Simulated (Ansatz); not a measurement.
## FePt: single point with Ansatz

System: FePt, 2 atoms in the cell.

Ansatz input (lattice in Å, positions in fractions of it)
```yaml
crystal:
  lattice:
    - [2.73, 0, 0]
    - [0, 2.73, 0]
    - [0, 0, 3.71]
  atoms:
    - { symbol: Fe, position: [0, 0, 0], spin: 3, spin_axis: [1, 0, 0] }
    - { symbol: Pt, position: [0.5, 0.5, 0.5] }
kpoints:
  mp_grid: { grid: [8, 8, 6] }
hamiltonian:
  xc: lda
  pseudopotentials:
    kind: paw_fr
    azcp:
      Fe: "pseudopotentials/pbe/paw/ansatz_paw_generated_soft_1/Fe.paw.azcp"
      Pt: "pseudopotentials/pbe/paw/ansatz_paw_generated_soft_1/Pt.paw.azcp"
    xc_functional: pbe
scf:
  occupations: { method: fermi_dirac, width: 0.1 }
  convergence: { dr2_threshold: "1e-9 eV" }
  max_iter: 300
output:
  forces: true
  stress: true
magnetization:
  noncollinear: true
  spin_orbit: true
```

These are results of LDA with spin–orbit coupling, plane waves, PAW datasets (generated soft set 1) in Ansatz, not measurements.

Output, in brief

```yaml
Plane-wave_cutoff_used: 420 eV
Pressure: -134.3 kbar
Smearing_term_TS: 25.1 meV/atom
Net_spin_moment: 3.23 μB
Valence_electrons: 34
Irreducible_k-points: 100
CPU_time: roughly 60 core-seconds on a shared host
```

Stress tensor in GPa, compression positive:
```
-14.35   0.00   0.00
  0.00 -14.33   0.00
  0.00   0.00 -11.60
```

The stress includes the program's correction for the finite plane-wave basis.

The k-mesh is modest, so these values aren't fully converged in k. One magnetic order was tried; another may lie lower. Potentials made with PBE were used with another functional.
